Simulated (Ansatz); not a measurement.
AgW:
```yaml
crystal:
  lattice:
    - [3.19422, 0.00000, 0.00000]
    - [0.00000, 3.19422, 0.00000]
    - [0.00000, 0.00000, 3.19422]
  atoms:
    - { symbol: Ag, position: [0.00000, 0.00000, 0.00000] }
    - { symbol: W, position: [0.50000, 0.50000, 0.50000] }
```

This is the r²SCAN-relaxed structure.

Q: All from r²SCAN (plane waves, PAW; program Ansatz), unless another level is named. Predict the bulk modulus (Birch–Murnaghan fit).

A: 218 GPa.

Q: What about the elastic constants (relaxed ions, GPa)?

A: C11 = 61.6, C12 = 296, C44 = 139.

Space group Pm-3m (CsCl type). The start of the workflow was typed in or built on a structure type; neither database checked (COD, Materials Project) lists it. Its standing as an ambient phase is unchecked. Symmetry was held in the r²SCAN relaxation. At this level the phase is mechanically unstable. The run is not spin-polarised. Its formation energy is positive at this level, so the cell may be metastable or incomplete. As this level gives no gap, shear constants depend on the k-mesh and smearing (Fermi–Dirac, 0.1 eV here). Spin–orbit coupling is left out wherever it is not named.

Potentials: the earlier of the program's two PAW sets.
